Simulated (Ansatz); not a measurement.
Trial structures of In₃As: starts and ends

The calculation used DFT PBE, scalar-relativistic, plane waves, PAW in Ansatz. All cells share a 420 eV cutoff and Γ-centred k meshes spaced at most about 0.3 Å⁻¹ (about 0.25 or finer for metals, 2π included). No spin polarisation in the final relaxations.

Each guess was relaxed in cell and atoms at zero pressure, within the symmetry of its start. These are static total energies at zero pressure. Coordination counts In atoms around As (those within 1.25 times the shortest such distance or 1.15 times the sum of covalent radii; a plus sign parts nearer from farther groups; the shortest distance is added where it is long for a bond).

```
guess                 made from  start group  V start (Å³/atom)             end group  V end (Å³/atom)  coordination at the end  gap on mesh (eV)  E over the lowest end (meV/atom)
    1               random cell       I4/mmm               28.9                I4/mmm             25.6       As 10+4 from 3.2 Å                 0                                15
    2               random cell         R-3m               26.8                  R-3m             37.8                     As 6                 0                               273
    3  a Materials Project cell        Pm-3m               25.5  Pm-3m (Cu3Au (L1_2))             25.7         As 12 from 3.3 Å                 0                                 0
    4               random cell         Cmmm               24.0                P4/mmm             26.2                     As 2                 0                                44
    5               random cell        Im-3m               28.8                     ?                ?                        ?                 ?                                 ?
```

Guess 5 as it starts:

```
CELL_PARAMETERS angstrom
-3.06578 3.06578 3.06578
3.06578 -3.06578 3.06578
3.06578 3.06578 -3.06578
ATOMIC_POSITIONS crystal
In 0.00000 0.50000 0.50000
In 0.50000 0.00000 0.50000
In 0.50000 0.50000 0.00000
As 0.00000 0.00000 0.00000
```

Problem. Predict the end of this guess and its energy over the lowest end.

Solution. It ends in space group Im-3m (No. 229), with a = 5.977 Å, 26.7 Å³/atom and no gap. It lies 31 meV/atom over the lowest end, above guess 1 and below guess 4. Counting In atoms around As, this end has As 6 and the lowest (guess 3) has As 12 from 3.3 Å.

```cif
data_structure
_symmetry_space_group_name_H-M 'P 1'
_symmetry_Int_Tables_number 1
_cell_length_a 5.1759
_cell_length_b 5.1759
_cell_length_c 5.1759
_cell_angle_alpha 109.471
_cell_angle_beta 109.471
_cell_angle_gamma 109.471
_cell_volume 106.74
loop_
_atom_site_label
_atom_site_type_symbol
_atom_site_fract_x
_atom_site_fract_y
_atom_site_fract_z
_atom_site_occupancy
In1 In 0.00000 0.50000 0.50000 1
In2 In 0.50000 0.00000 0.50000 1
In3 In 0.50000 0.50000 0.00000 1
As1 As 0.00000 0.00000 0.00000 1
```

The zero of energy is the elements' standard structures at the same level; no fitted shifts are applied.

Problem. Is the lowest end bound against the elements?

Solution. No: its formation energy is +0.08 eV/atom. A positive value: parting into the elements would lower its energy.

The k mesh leaves some 4 meV/atom of noise in the energy of each metallic cell. The reference form of As is held partly by dispersion forces, which this level lacks. Cells relaxed within their symmetry can be saddle points. Some types were kept out of the candidates beforehand, so the set may lack a known form.
